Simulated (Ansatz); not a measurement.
Relaxed BaHfO$_{3}$ (cubic perovskite):

```xyz
10
Lattice="8.2424 0.0000 0.0000 4.1212 4.1212 0.0000 0.0000 0.0000 4.1212" Properties=species:S:1:pos:R:3 pbc="T T T"
Ba     0.0000     0.0000     0.0000
Ba     4.1212     0.0000     0.0000
Hf     2.0606     2.0606     2.0606
Hf     6.1818     2.0606     2.0606
O      8.2424     2.0606     2.0606
O      4.1212     2.0606     2.0606
O      2.0606     2.0606     0.0000
O      6.1818     2.0606     0.0000
O      2.0606     0.0000     2.0606
O      6.1818     0.0000     2.0606
```

The atoms are displaced by Q × the pattern below (from a DFPT mode at M = (0.5, 0.5, 0.0), largest move 1; Q in Å), at fixed cell. (q is in reciprocal vectors of the primitive cell; the cell shown is doubled to hold the pattern.)

```json
[
 {"atom": "O5", "x": "0.000", "y": "-1.000", "z": "0.000"},
 {"atom": "O6", "x": "0.000", "y": "1.000", "z": "0.000"},
 {"atom": "O9", "x": "1.000", "y": "0.000", "z": "0.000"},
 {"atom": "O10", "x": "-1.000", "y": "0.000", "z": "0.000"}
]
```

Atoms not listed stay in place.

The numbers are results of LDA (plane waves to 420 eV, PAW, scalar-relativistic; Ansatz, an electronic-structure program), not measurements. k mesh 8×8×8 (Γ-centred), Fermi-Dirac smearing 0.05 eV. Energies are smeared free energies. BaHfO3 is run without spin polarisation. BaHfO3 was relaxed with its symmetry unable to fall. Spin-orbit coupling is left out, though Hf is heavy. ΔE is measured from the undisplaced structure.

The scan covers Q from -0.180 to 0.180 Å in 13 points.

Q: Is this a single well or a double well?

A: A single well with its minimum at or next to zero displacement.

Q: Which space group does the distorted structure have?

A: P4/mbm (No. 127), lowered from Pm-3m.

Q: What is the energy change at Q = 0.180 Å?

A: 29.4 meV/cell.

Q: What harmonic wavenumber does the curvature at Q = 0 give?

A: 72 cm⁻¹.

(For displaced atoms, the force is minus the slope of the energy, and its curvature is a force constant, which sets phonon frequencies.)
